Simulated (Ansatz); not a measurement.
Input file for Ansatz (a quantum-chemistry and plane-wave program):

Ansatz 0.2 input:
```yaml
crystal:
  lattice:
    - [3.3148176296, 0.0, 0.0]
    - [-1.6574088148, 2.8707162761, 0.0]
    - [0.0, 0.0, 5.4465427173]
  atoms:
    - { symbol: Ti, position: [0.0, 0.0, 0.0] }
    - { symbol: S, position: [0.3333333333, 0.6666666667, 0.2609263534] }
    - { symbol: S, position: [0.6666666667, 0.3333333333, 0.7390736466] }
kpoints:
  mp_grid: { grid: [14, 14, 8] }
basis: { xc_grid: 2, fft_grid_basis: typed }
hamiltonian:
  xc: lda
  pseudopotentials: { kind: paw }
scf:
  occupations: { method: gaussian, width: 0.05 }
checkpoint: { read: metal.run }
output: { write_density: true, elf: true, volumetric_format: npy }
```

Output (shortened):

```
Pseudopotentials: kind: paw
Pseudopotential: Ti, paw, valence charge 12
Pseudopotential: S, paw, valence charge 6
Functional definition: SPW92
Crystal: 3 atoms, lattice volume = 51.829 Å³
Basis set: ecut = 420 eV, 1039 PW (Γ), exchange–correlation on 48×48×80 points (8 copies of the dense FFT grid, shifted against one another)
Bands: 20, of which v1, the nominal top of the filled ones, is band 12 counted from 1 (11 counted from 0)
Symmetry: 12 space group operations
Space group: P-3m1 (ITA 164), of the structure as read, at distance tolerance 3.7e-5 Å
k-points: 168 of 1568
PAW frozen core: Ti, regenerated for the run's functional, and the local potential with it
PAW frozen core: S, regenerated for the run's functional, and the local potential with it
Initial density: read from a saved state, or passed on in memory by an earlier SCF of this step, an earlier step, the calling program or the single point that …
Stability of the state it starts from, as read at its close in the unpolarized treatment …
Initial wavefunctions: pseudopotential atomic-orbital guess
Eigensolver: davidson
Functional: x = slater, c = lda
iter 1 solved again at ethr=3.37e-7 eV; its pass at ethr=3.10e-3 eV (dr2=8.09e-5 eV) is discarded
SCF iter   1: F=—  HF=-4193.495346 eV  |F-HF|=—  |Δ(HF+E_count)|=         —  Δρ=5.30e-7  dr2=1.54e-10  ethr=3.37e-7  ⟨swp⟩=2.8  Hψ=24680  notcnv=0
all-band conjugate gradients solve this SCF's bands
preconditioner: auto → Kerker (q_TF=auto, 2.400 Å⁻¹)
SCF iter   2: F=-4193.495346 eV  HF=-4193.495346 eV  |F-HF|=6.37e-12  |Δ(HF+E_count)|=   4.44e-8  Δρ=2.12e-7  dr2=2.26e-11  ethr=1.00e-12  ⟨swp⟩=6.0  Hψ=13209  notcnv=0
SCF 1 converged in 2 iterations: F = -4193.495346 eV  dr2 = 2.26e-11
SCF converged after 2 iterations
Free energy (F): -4193.495346 eV
Harris-Foulkes:  -4193.495346 eV  (|F-HF|=6.37e-12)
Internal energy: -4193.494846 eV  (E = F + TS)
E sigma→0 (E₀):  -4193.495096 eV
Entropy (-TS):   -0.000500 eV (-0.167 meV/atom)
Fermi energy:    8.981968 eV
--- Per-component energies (eV) ---
  E_band       = -184.074292
  E_kinetic    = 489.174140
  E_local      = -1443.769327  (includes V_loc(G=0)·N_el)
  E_nonlocal   = 69.052531
  E_hartree    = 591.161421
  E_xc         = -291.216264
  E_vxc        = -299.738630  (∫ρ·V_xc dr)
  E_paw        = -2135.660335  (= ΣΔE_a)
  E_vpaw       = -181.116021  (= ΣTr[D̂ρ^β])
  E_aug_tail   = 0.000114  (compensation charges beyond the density's cutoff)
  E_ewald      = -1472.869472
  E_core_change = 0.632345  (= ΣΔE_core)
  E_smearing   = -0.000500  (= −TS)
  E_closure    =  0.000000  (closes the sum)
  Σ components = -4193.495346   (vs F -4193.495346, Δ=0.00e0)
  [band-id]    e_kinetic+e_local+e_nonlocal+2·e_hartree+e_vxc+e_vpaw+e_augmentation_tail = -184.074350   (vs E_band -184.074292, Δ=-5.79e-5)
--- Band table (eV; the first three rows and the last of 168) ---
  k-point 0: bands = ["-47.7815", "-24.3566", "-24.2892", "-24.2892", "-5.2058", "-3.1172", "3.0400", "6.1968", "6.1968", "9.2821", "9.2835", "9.2835", "9.5442", "9.5442", "9.8224", "12.6103", "12.6103", "14.9935", "16.4398", "18.5953"]
  k-point 1: bands = ["-47.7815", "-24.3567", "-24.2892", "-24.2892", "-5.1514", "-3.2298", "3.2384", "6.2071", "6.2071", "8.7044", "9.2357", "9.2357", "9.5409", "9.5409", "10.1671", "12.6848", "12.6848", "15.0648", "16.6688", "18.6199"]
  k-point 2: bands = ["-47.7815", "-24.3568", "-24.2892", "-24.2892", "-4.9934", "-3.5192", "3.7818", "6.2326", "6.2326", "7.7700", "9.1276", "9.1276", "9.5296", "9.5296", "10.4769", "12.8644", "12.8644", "15.2812", "17.1845", "18.6658"]
  k-point 167: bands = ["-47.7599", "-24.4323", "-24.4033", "-24.3132", "-3.0046", "-2.8919", "4.0843", "4.2015", "5.1940", "5.5742", "6.6894", "6.8580", "10.1925", "10.6004", "10.6034", "12.8626", "13.3419", "16.5249", "17.0041", "17.6464"]
  band table: 20 of 20 bands, residual norms ≤ 1.0e-3 eV
```

Cost: very roughly 5 core-seconds on shared cores.

The LDA relaxation kept the symmetry of its start. The run is not spin-polarised. A crystal of weakly bound layers computed without a dispersion correction: the cell and the soft elastic constants depend strongly on that.

Potentials: the later of the program's two PAW sets.

Ansatz is a plane-wave DFT program.
